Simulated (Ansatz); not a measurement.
Molecular dynamics on a 2×2×1 supercell (16 atoms) of CdCSb2 (ordering on zincblende), relaxed with r2SCAN. Forces come from PBE in Ansatz 0.2.0: Langevin thermostat and barostat (NPT), 1300 K, steps of 1 fs. Computed, non-magnetic; the trajectory is short and the cell small, so nothing here is a converged average. The structure comes from a prototype and may be hypothetical.

```yaml
crystal:
  lattice:
    - [7.6668677782, 0.0, 0.0]
    - [0.0, 7.6668677782, 0.0]
    - [0.0, 0.0, 6.603540025]
  atoms:
    - { symbol: Cd, position: [0.0, 0.0, 0.0] }
    - { symbol: Sb, position: [0.0, 0.25, 0.3114037651] }
    - { symbol: C, position: [0.25, 0.25, 0.5] }
    - { symbol: Sb, position: [0.25, 0.0, 0.6885962349] }
    - { symbol: Cd, position: [0.0, 0.5, 0.0] }
    - { symbol: Sb, position: [0.0, 0.75, 0.3114037651] }
    - { symbol: C, position: [0.25, 0.75, 0.5] }
    - { symbol: Sb, position: [0.25, 0.5, 0.6885962349] }
    - { symbol: Cd, position: [0.5, 0.0, 0.0] }
    - { symbol: Sb, position: [0.5, 0.25, 0.3114037651] }
    - { symbol: C, position: [0.75, 0.25, 0.5] }
    - { symbol: Sb, position: [0.75, 0.0, 0.6885962349] }
    - { symbol: Cd, position: [0.5, 0.5, 0.0] }
    - { symbol: Sb, position: [0.5, 0.75, 0.3114037651] }
    - { symbol: C, position: [0.75, 0.75, 0.5] }
    - { symbol: Sb, position: [0.75, 0.5, 0.6885962349] }
kpoints:
  mp_grid: { grid: [2, 2, 2] }
hamiltonian:
  xc: pbe
scf:
  occupations: { method: fermi_dirac, width: 0.112 }
md:
  ensemble: npt_langevin
  temperature: 1300
  timestep: 1.0
  n_steps: 30
  initial_velocities: maxwell_boltzmann
  seed: 9649
```

Command: `ansatz run input.yaml --threads 4 --pin off --max-ram 3686MiB --backend cpu --events-out ev --progress --plain --runs-dir out`.

Task: It ran on 4 threads of Arm Neoverse V2, on a shared host, load about 0.5 per core. About how long did it take, and how much host memory at the peak?

Result: About 2.7 min, with a peak of 1.7 GiB.

| step | t (fs) | T (K) | free energy F from step 0 (meV/atom) | kinetic energy (meV/atom) | pressure (GPa) | volume (Å³/atom) | largest force (eV/Å) |
| --- | --- | --- | --- | --- | --- | --- | --- |
| 0 | 0 | 1219 | 0.0 | 157.5 | 2.02 | 24.26 | 0.50 |
| 1 | 1 | 1235 | 0.1 | 159.7 | 2.04 | 24.26 | 0.56 |
| 2 | 2 | 1283 | 0.9 | 165.9 | 2.08 | 24.26 | 0.61 |
| 3 | 3 | 1216 | 2.2 | 157.2 | 2.05 | 24.27 | 0.65 |
| 4 | 4 | 1265 | 4.0 | 163.5 | 2.09 | 24.28 | 0.70 |
| 5 | 5 | 1285 | 6.2 | 166.1 | 2.12 | 24.29 | 0.78 |
| 6 | 6 | 1276 | 8.7 | 164.9 | 2.14 | 24.30 | 0.90 |
| 7 | 7 | 1183 | 11.7 | 152.9 | 2.10 | 24.31 | 1.03 |
| 8 | 8 | 1080 | 15.0 | 139.6 | 2.07 | 24.33 | 1.16 |
| 9 | 9 | 1054 | 18.6 | 136.3 | 2.08 | 24.34 | 1.27 |
| 10 | 10 | 1030 | 22.4 | 133.1 | 2.08 | 24.36 | 1.38 |
| 11 | 11 | 1003 | 26.3 | 129.7 | 2.08 | 24.39 | 1.48 |
| 12 | 12 | 960 | 30.4 | 124.1 | 2.07 | 24.41 | 1.56 |
| 13 | 13 | 850 | 34.7 | 109.9 | 2.02 | 24.43 | 1.64 |
| 14 | 14 | 789 | 39.1 | 102.0 | 1.99 | 24.46 | 1.74 |
| 15 | 15 | 760 | 43.2 | 98.3 | 1.97 | 24.49 | 1.83 |
| 16 | 16 | 690 | 46.7 | 89.2 | 1.91 | 24.52 | 1.89 |
| 17 | 17 | 727 | 49.9 | 93.9 | 1.91 | 24.55 | 1.96 |
| 18 | 18 | 644 | 53.0 | 83.3 | 1.85 | 24.57 | 2.04 |
| 19 | 19 | 680 | 55.8 | 87.9 | 1.86 | 24.60 | 2.09 |
| 20 | 20 | 675 | 58.3 | 87.2 | 1.85 | 24.62 | 2.12 |
| 21 | 21 | 601 | 60.5 | 77.7 | 1.79 | 24.65 | 2.14 |
| 22 | 22 | 649 | 62.2 | 83.9 | 1.79 | 24.67 | 2.15 |
| 23 | 23 | 592 | 63.4 | 76.5 | 1.74 | 24.69 | 2.19 |
| 24 | 24 | 639 | 64.0 | 82.6 | 1.74 | 24.71 | 2.22 |
| 25 | 25 | 561 | 64.4 | 72.5 | 1.68 | 24.72 | 2.24 |
| 26 | 26 | 543 | 64.3 | 70.1 | 1.64 | 24.74 | 2.26 |
| 27 | 27 | 527 | 63.7 | 68.1 | 1.59 | 24.76 | 2.26 |
| 28 | 28 | 537 | 63.0 | 69.4 | 1.55 | 24.78 | 2.25 |
| 29 | 29 | 533 | 62.3 | 69.0 | 1.51 | 24.79 | 2.24 |
| 30 | 30 | 511 | 61.8 | 66.1 | 1.48 | 24.81 | 2.23 |

The temperature goes from 1219 K to 511 K in 30 fs. The thermostat hasn't had time to restore it. The atoms start on their lattice sites with kinetic energy alone, so much of it first passes into potential energy.

Positions (Å) and forces (eV/Å) at step 30:
```
cell (Å): 7.724 0.000 0.000; 0.000 7.724 0.000; 0.000 0.000 6.653
Cd  -0.051  -0.040   0.096    -0.234   0.290  -0.468
Sb  -0.004   1.986   2.166     0.201  -0.276   0.469
C    2.173   1.816   3.605     0.079   0.721  -1.308
Sb   1.943  -0.070   4.655    -0.181  -0.538  -0.457
Cd   0.007   3.832   0.064     0.017   0.169  -0.236
Sb  -0.069   5.819   2.111     0.213  -0.220   0.458
C    2.404   5.705   3.568    -0.673   0.630  -0.203
Sb   1.946   3.876   4.563     0.513  -0.475   0.760
Cd   3.857  -0.137  -0.086     0.346   0.355   0.773
Sb   3.813   2.006   2.043    -0.373  -1.673   1.419
C    5.694   2.008   3.258     0.149  -0.398  -0.224
Sb   5.764   0.105   4.494     0.308  -0.474  -0.198
Cd   3.861   3.833   0.195    -0.021   0.498  -2.091
Sb   3.909   5.781   2.088     0.086   0.556   0.275
C    5.760   5.806   3.255     0.145  -0.026   0.692
Sb   5.870   3.776   4.535    -0.575   0.861   0.339
```
